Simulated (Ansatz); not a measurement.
**Ta₄N₃: do energies and stresses tell the same story?**

Method: Ansatz, DFT PBEsol, scalar-relativistic, plane waves, PAW.

Cutoff 420 eV; k points 12×12×12 on the computed 7-atom cell (Γ-centred); Gaussian smearing, width 0.10 eV; no spin polarisation.

Relaxed cell: I4/mmm, a = 4.357 Å, b = 4.357 Å, c = 8.545 Å, α = 90.00°, β = 90.00°, γ = 90.00°, 7 atoms in the primitive cell. Whether it is the stable form of this composition wasn't checked.

Energies at zero smearing and pressures from the stress tensor, at volumes with shape and atoms relaxed:
| V (Å³/atom) | E − E(first) (meV/atom) | P (GPa) |
| --- | --- | --- |
| 10.197 | 0.00 | 55.93 |
| 10.545 | -101.81 | 38.40 |
| 10.893 | -168.49 | 23.49 |
| 11.240 | -205.28 | 10.78 |
| 11.588 | -216.62 | -0.03 |
| 11.936 | -206.26 | -9.25 |
| 12.283 | -177.46 | -17.08 |
| 12.747 | -115.03 | -25.74 |

Q: Check P = −dE/dV between neighbouring volumes, and get the bulk modulus from the pressures alone.

A: With 1 eV/Å³ = 160.2 GPa:
| middle V (Å³/atom) | −ΔE/ΔV (GPa) | mean P (GPa) |
| --- | --- | --- |
| 10.371 | 46.923 | 47.165 |
| 10.719 | 30.730 | 30.942 |
| 11.066 | 16.955 | 17.135 |
| 11.414 | 5.225 | 5.377 |
| 11.762 | -4.772 | -4.638 |
| 12.109 | -13.276 | -13.164 |
| 12.515 | -21.579 | -21.409 |

The two differ by 0.24 GPa at most. The mean of two end pressures misses the average over a step by about ΔV² P″/12, up to 0.23 GPa here; with that taken off 0.01 GPa remains. Around V = 11.588 Å³/atom, the two neighbours give B = −V ΔP/ΔV = 11.588 × 20.03 / 0.695 = 333.8 GPa, against B0 = 332.1 GPa from the Birch–Murnaghan fit of the energies.

Spin–orbit coupling is left out, which can shift energies with elements as heavy as these.